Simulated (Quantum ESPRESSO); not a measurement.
# Kohn-Sham bands of Ba(MgP)2 (P-3m1)

```
Ba(MgP)2
1.0
    4.37428     0.00000     0.00000
   -2.18714     3.78824     0.00000
    0.00000     0.00000     7.62669
Ba Mg P
1 2 2
Direct
  0.00000   0.00000   0.00000
  0.66667   0.33333   0.37814
  0.33333   0.66667   0.62186
  0.66667   0.33333   0.72125
  0.33333   0.66667   0.27875
```

Materials Project entry mp-8278; symmetrised, unrelaxed at this level. Not found in the COD (Crystallography Open Database) copy used; not checked further. Method: PBEsol plane waves in Quantum ESPRESSO 7.5 (PseudoDojo norm-conserving files, 68 Ry, spinors with spin-orbit coupling), Bloch states on a 4×4×4 mesh through Γ, Wannier90 4.0.1. Density: 12×12×4 mesh, Gaussian smearing 0.01 Ry.

Energies are relative to the valence-band maximum; weights are on the orthonormalised atomic waves of the pseudopotential files, averaged over the group. 40 electrons a cell are treated as valence.

### Question
Into which isolated groups do the bands fall, where do they lie and what are they made of?

### Answer
| bands | from (eV) | to (eV) | filling | weight on atomic waves |
|---|---|---|---|---|
| 1–4 | -74.70 | -74.69 | filled | Mg 2s 99 % |
| 5–8 | -41.83 | -41.82 | filled | Mg 2p 100 % |
| 9–16 | -41.54 | -41.52 | filled | Mg 2p 100 % |
| 17–18 | -26.98 | -26.93 | filled | Ba 5s 97 % |
| 19–20 | -13.74 | -13.60 | filled | Ba 5p 96 % |
| 21–24 | -11.94 | -11.41 | filled | Ba 5p 94 % |
| 25–28 | -9.57 | -8.24 | filled | P 3s 80 %, Mg 3s 10 %, Ba 5p 4 % |
| 29–40 | -3.54 | 0.00 | filled | P 3p 81 %, Mg 3s 8 % |

The Kohn-Sham gap over both meshes and the path is 1.05 eV.
